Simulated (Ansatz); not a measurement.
Given:

AlCu₃:
```yaml
crystal:
  lattice:
    - [3.58950, 0.00000, 0.00000]
    - [0.00000, 3.58950, 0.00000]
    - [0.00000, 0.00000, 3.58950]
  atoms:
    - { symbol: Al, position: [0.00000, 0.00000, 0.00000] }
    - { symbol: Cu, position: [0.50000, 0.50000, 0.00000] }
    - { symbol: Cu, position: [0.00000, 0.50000, 0.50000] }
    - { symbol: Cu, position: [0.50000, 0.00000, 0.50000] }
```

This is the LDA-relaxed structure.

Question: All from DFT-LDA in the program Ansatz with PAW potentials, unless another level is named. Predict the density of states at the Fermi level.

Answer: 0.30 states/eV per atom (mean over ±0.08 eV).

Question: Give the formation energy from the elements (no fitted shifts).

Answer: -0.20 eV/atom.

Space group Pm-3m (Cu3Au type). The first step of the workflow began from a Materials Project structure, measured or hypothetical; the Crystallography Open Database copy checked does not list it. With Al and Cu taken as one species the cell has the higher symmetry Fm-3m, so it may be an ordered model of a mixed-site phase. Its standing as an ambient phase is unchecked. The LDA relaxation kept the symmetry of its start; of distortions, only those at the zone centre were tested. No spin polarisation was allowed. The references are the lowest solids computed at this level, not always the standard phases.

Potentials: the later of the program's two PAW sets.
